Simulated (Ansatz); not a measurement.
**La: computed property card**

La:
```
CELL_PARAMETERS angstrom
      3.58412     0.00000     0.00000
     -1.79206     3.10393     0.00000
      0.00000     0.00000    11.56011
ATOMIC_POSITIONS crystal
  La 0.00000 0.00000 0.00000
  La 0.00000 0.00000 0.50000
  La 0.33333 0.66667 0.25000
  La 0.66667 0.33333 0.75000
```

Space group P6_3/mmc (No. 194), dhcp (α-La type); conventional cell a = b = 3.584 Å, c = 11.560 Å, α = β = 90.00°, γ = 120.00°.

Method: DFT-LDA in the program Ansatz with PAW potentials. Geometry: relaxed at this level of theory. Other levels are named where they apply.

### Cell and energy

```yaml
volume_per_atom: 32.15 Å³
density: 7.17 g/cm³
```

### Electronic structure

```yaml
electronic_character: metallic (no gap)
Density of states at the Fermi level: 1.4 states/eV per atom (mean over ±0.08 eV)
```

### Mechanics

```yaml
Bulk modulus (Birch–Murnaghan fit): 29.6 GPa
Pressure derivative B′: 2.9
Elastic constants (relaxed ions, GPa): C11 = 60.6, C12 = 18.4, C13 = 9.9, C33 = 68.0, C44 = 16.4
mechanical_stability: stable (all eigenvalues of C positive)
hill_bulk_and_shear_moduli: 29.5 and 20.4 GPa
Young's modulus: 49.7 GPa
Poisson's ratio: 0.22
debye_temperature_from_the_elastic_constants: 175 K
```

The cell was relaxed with LDA under the symmetry of its start. As this level gives no gap, shear constants depend on the k-mesh and smearing (Fermi–Dirac, 0.1 eV here). Axis ratios of metals converge slowly with the k-mesh, so a and c are less sure than the volume. Spin–orbit coupling is left out wherever it is not named.

Potentials: the later of the program's two PAW sets.
